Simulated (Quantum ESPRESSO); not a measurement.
# In2SiMgP4: a curve over strain

Simulated, not a measurement. The program is pw.x of Quantum ESPRESSO 7.5 (plane-wave density functional theory). The cell is made up: 8 atoms on a zincblende/diamond lattice, with randomly drawn elements, strain and displacements, not relaxed. PseudoDojo standard norm-conserving files (v0.5 for PBE, v0.4.1 for LDA and PBEsol) set the functional; there is no spin polarisation, spin-orbit coupling or dispersion term, and the masses in the input are unused placeholders.

Seven runs add a strain to one cell (the same linear strain along x, y and z); the atoms follow the cell and are not relaxed. Stress in the table is positive in tension.

Input of the run at +0.0005:

```
&control calculation='scf', pseudo_dir='./dojo.nc.sr.pbe.v0_5.standard.upf', outdir='./o', disk_io='low', tprnfor=.true., tstress=.true. /
&system ibrav=0, nat=8, ntyp=4, nbnd=40, ecutwfc=84.00895049, nosym=.true., tot_charge=0,
 occupations='smearing', smearing='fd', degauss=0.0073498644
/
&electrons conv_thr=7.350e-09, electron_maxstep=60, /
ATOMIC_SPECIES
In 1.0 In.upf
Mg 1.0 Mg.upf
P 1.0 P.upf
Si 1.0 Si.upf
CELL_PARAMETERS angstrom
5.976 -0.0235 -0.0089
-0.0235 5.9954 0.0949
-0.0089 0.0949 6.1903
ATOMIC_POSITIONS angstrom
In -0.0291 0.0357 0.1451
Si -0.2334 2.963 3.2401
Mg 2.9392 0.0473 3.0999
In 2.9122 3.0108 0.0099
P 1.4596 1.5328 1.5069
P 1.4443 4.6282 4.7525
P 4.4699 1.6664 4.7699
P 4.4998 4.5722 1.6737
K_POINTS automatic
6 6 6 1 1 1
```

| added strain | free energy less that of the input shown (eV) | stress xx (GPa) | stress yy (GPa) | stress zz (GPa) | stress xy (GPa) | pressure (GPa) | iterations |
| --- | --- | --- | --- | --- | --- | --- | --- |
| -0.0227 | -0.3668 | 1.30 | 1.80 | 3.94 | -0.93 | -2.35 | 11 |
| -0.0162 | -0.2938 | 2.25 | 2.75 | 4.84 | -0.85 | -3.28 | 11 |
| -0.0118 | -0.2308 | 2.84 | 3.34 | 5.38 | -0.79 | -3.86 | 11 |
| -0.0087 | -0.1798 | 3.24 | 3.73 | 5.75 | -0.75 | -4.24 | 11 |
| +0.0005 | 0.0000 | 4.29 | 4.77 | 6.71 | -0.65 | -5.26 | 11 |
| +0.0161 | 0.3939 | 5.74 | 6.20 | 8.01 | -0.50 | -6.65 | 11 |
| +0.0188 | 0.4716 | 5.95 | 6.41 | 8.20 | -0.47 | -6.85 | 11 |

A cubic fit gives a slope of stress xx against the added strain of 107 GPa at zero added strain, with the atoms clamped. Across the table the free energy follows the integral of the stress to within 1.2 meV. A rerun of one of the cells at 1437 eV and a 8 x 8 x 8 mesh moved values by no more than 0.003 eV in energy, 0.02 GPa in stress and 0.006 eV/Å in force.